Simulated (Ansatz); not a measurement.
The start is a relaxed NbP cell, doubled along one cell vector, shaken by Gaussian noise of σ = 0.08 Å a coordinate. Cell shape, volume and atoms are optimised at zero target pressure with PBEsol (plane waves to 420 eV, PAW, scalar-relativistic; Ansatz, a first-principles code). The first steps use a coarse 4×8×7 k-mesh.

Input geometry:
```
NbP
1.0
    6.58328     0.00000     0.00000
   -1.64582     2.85064     0.00000
    0.00000     0.00000     3.32249
Nb P
2 2
Cartesian
  0.16225   1.86085  -0.00233
  3.19482   2.01123  -0.03021
  1.55142   0.86207   1.78698
  4.93689   1.00156   1.67669
```

```json
{
 "initial_pressure": "+4 GPa (positive: the cell is compressed)",
 "largest_initial_force": "about 3.4 eV/Å, on Nb1 (atoms numbered as listed)",
 "energy_released": "0.15 eV/atom",
 "relative_to_the_parent": "It relaxes back to the parent, P-6m2 (No. 187)",
 "Shortest distances (start → end)": "The closest pairs of elements (up to four, under 3.6 Å), start → end: Nb–P 2.30 → 2.52 Å; Nb–Nb 3.04 → 3.29 Å; P–P 3.13 → 3.29 Å",
 "band_gap_at_the_end": "no gap (metallic)",
 "optimiser_moves": "6"
}
```

Final values are on a 16×16×14 k-mesh of the relaxed cell. No spin polarisation in the result.

The relaxed structure here is a generated cell of NbP: the first start was made by a random draw of sites in a space group, and the end was not matched to a known phase here, so it may be hypothetical.
